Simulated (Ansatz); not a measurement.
The calculation used Ansatz, DFT PBE, scalar-relativistic, plane waves, PAW. Settings: cutoff 420 eV, Γ-centred meshes spaced at most about 0.3 Å⁻¹, and about 0.25 Å⁻¹ or finer for metals (2π included), Gaussian smearing. No spin polarisation in the final relaxations.

These are static total energies at zero pressure.

Compare these two cells of ScAsS, each relaxed at this level.

A.

```cif
data_structure
_symmetry_space_group_name_H-M 'P4/mmm'
_symmetry_Int_Tables_number 123
_cell_length_a 3.8819
_cell_length_b 3.8819
_cell_length_c 4.8444
_cell_angle_alpha 90.000
_cell_angle_beta 90.000
_cell_angle_gamma 90.000
_cell_volume 73.00
loop_
_atom_site_label
_atom_site_type_symbol
_atom_site_symmetry_multiplicity
_atom_site_Wyckoff_symbol
_atom_site_fract_x
_atom_site_fract_y
_atom_site_fract_z
_atom_site_occupancy
Sc1 Sc 1 c 0.50000 0.50000 0.00000 1
As1 As 1 a 0.00000 0.00000 0.00000 1
S1 S 1 d 0.50000 0.50000 0.50000 1
```

B.

```cif
data_structure
_symmetry_space_group_name_H-M 'P2'
_symmetry_Int_Tables_number 3
_cell_length_a 3.6425
_cell_length_b 3.9632
_cell_length_c 8.9005
_cell_angle_alpha 90.000
_cell_angle_beta 100.478
_cell_angle_gamma 90.000
_cell_volume 126.34
loop_
_atom_site_label
_atom_site_type_symbol
_atom_site_symmetry_multiplicity
_atom_site_Wyckoff_symbol
_atom_site_fract_x
_atom_site_fract_y
_atom_site_fract_z
_atom_site_occupancy
Sc1 Sc 2 e 0.89696 0.51704 0.78556 1
As1 As 2 e 0.33574 0.02233 0.70515 1
S1 S 1 b 0.00000 0.32021 0.50000 1
S2 S 1 c 0.50000 0.60059 0.00000 1
```

Problem. Which would you expect to be lower, and how large is the difference?

Solution. B is lower, by 0.37 eV/atom. A has space group P4/mmm (No. 123), 24.3 Å³/atom and no gap on its mesh; B has space group P2 (No. 3), 21.1 Å³/atom and no gap. Counting As or S atoms around Sc (for each partner element, those within 1.25 times its shortest distance or 1.15 times the sum of covalent radii, where it is the nearest in units of that sum or under 1.3), A has Sc 6 and B has Sc 7. The denser one is the lower, and pressure would at first widen the difference. In A, around Sc lie 2 S at 2.42 Å and 4 As at 2.74 Å; As has 4 Sc at 2.74 Å; S is surrounded by 2 Sc at 2.42 Å. In B, Sc is surrounded by 3 S at 2.62–2.75 Å and 4 As at 2.71–2.86 Å; around As lie 1 S at 2.33 Å and 4 Sc at 2.71–2.86 Å; around S on its first site lie 2 As at 2.33 Å and 2 Sc at 2.75 Å; 1 more site not described. Both come from invented guesses.

Cells relaxed within their symmetry can be saddle points. The P2 cell of ScAsS came from shaking the P4/mmm one.
